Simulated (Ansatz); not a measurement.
Problem. Name crystals whose computed values (r²SCAN (plane waves, PAW; program Ansatz)) fall in these windows: B₀ by P(V) fit (GPa) 42 to 51; electron conductivity mass (mₑ) 0.66 to 0.90.

Solution. 

| crystal | B₀ by P(V) fit (GPa) | electron conductivity mass (mₑ) |
|---|---|---|
| MnGa2S4, I-4 (Mn on 2d, Ga on 2c, Ga on 2b, S on 8g) | 44.9 | 0.81 |
| LaN, P4/nmm (La on 2c, N on 2a) | 50.2 | 0.66 |
Others may fit too.

Spin orders computed, not proven ground states: MnGa2S4, I-4 (Mn on 2d, Ga on 2c, Ga on 2b, S on 8g) ferromagnetic. Standing as an ambient phase not checked: MnGa2S4, I-4 (Mn on 2d, Ga on 2c, Ga on 2b, S on 8g); LaN, P4/nmm (La on 2c, N on 2a). Unstable at this level: LaN, P4/nmm (La on 2c, N on 2a). All cells were relaxed under the symmetry of their starts (and spin orders); stability against distortions was not tested throughout. Spin–orbit coupling is left out wherever it is not named.

Potentials: the later of the program's two PAW sets.
